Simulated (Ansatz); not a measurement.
Pt (fcc, Cu type)

```xyz
2
Lattice="0.0000 3.9403 3.9403 1.9701 0.0000 1.9701 1.9701 1.9701 0.0000" Properties=species:S:1:pos:R:3 pbc="T T T"
Pt     0.0000     0.0000     0.0000
Pt     1.9701     3.9403     1.9701
```

A phonon eigenvector at L = (0.5, 0.0, 0.0) is frozen into this cell: atom i moves by Q times the vector below, so Q is the largest atomic displacement, in Å. The cell is held. It is one choice among 2 degenerate patterns. (q is in reciprocal vectors of the primitive cell; the cell shown is doubled to hold the pattern.)

```tsv
atom	x	y	z
Pt1	-0.285	0.520	-0.805
Pt2	0.285	-0.520	0.805
```

Level of theory: r2SCAN (plane waves to 500 eV, PAW, scalar-relativistic; Ansatz, a first-principles code). k mesh 10×20×20 (Γ-centred), Fermi-Dirac smearing 0.05 eV. Energies are smeared free energies. With partly filled bands, energies and forces of such displacements shift with the k mesh and the smearing. Pt is run without spin polarisation. Pt was relaxed with its symmetry unable to fall. Spin-orbit coupling is left out, though Pt is heavy. The zero of ΔE is the undisplaced structure. The last digit holds for this mesh only.

```json
[
 {"Q (Å)": "-0.2800", "ΔE (meV/cell)": "294.1"},
 {"Q (Å)": "-0.2333", "ΔE (meV/cell)": "229.3"},
 {"Q (Å)": "-0.1867", "ΔE (meV/cell)": "165.1"},
 {"Q (Å)": "-0.1400", "ΔE (meV/cell)": "withheld"},
 {"Q (Å)": "-0.0933", "ΔE (meV/cell)": "50.8"},
 {"Q (Å)": "-0.0467", "ΔE (meV/cell)": "13.4"},
 {"Q (Å)": "0.0000", "ΔE (meV/cell)": "0.0"},
 {"Q (Å)": "0.0467", "ΔE (meV/cell)": "13.4"},
 {"Q (Å)": "0.0933", "ΔE (meV/cell)": "50.8"},
 {"Q (Å)": "0.1400", "ΔE (meV/cell)": "withheld"},
 {"Q (Å)": "0.1867", "ΔE (meV/cell)": "165.1"},
 {"Q (Å)": "0.2333", "ΔE (meV/cell)": "229.3"},
 {"Q (Å)": "0.2800", "ΔE (meV/cell)": "294.1"}
]
```

Fit an even polynomial form (powers 2, 4, 6) to the given rows and predict ΔE at Q = 0.1400.

Least squares on the 11 given rows: ΔE = (6153)·Q² + (-47590)·Q⁴ + (216500)·Q⁶, in meV/cell with Q in Å; root-mean-square residual 0.48 meV/cell. At 0.1400 the fit gives 103.9 meV/cell; the calculation gives 104.1 meV/cell, so the interpolation is off by -0.2 (-0.2 %). The quadratic term alone would give 120.6 meV/cell.

(For displaced atoms, the force is minus the slope of the energy, and its curvature is a force constant, which sets phonon frequencies.)
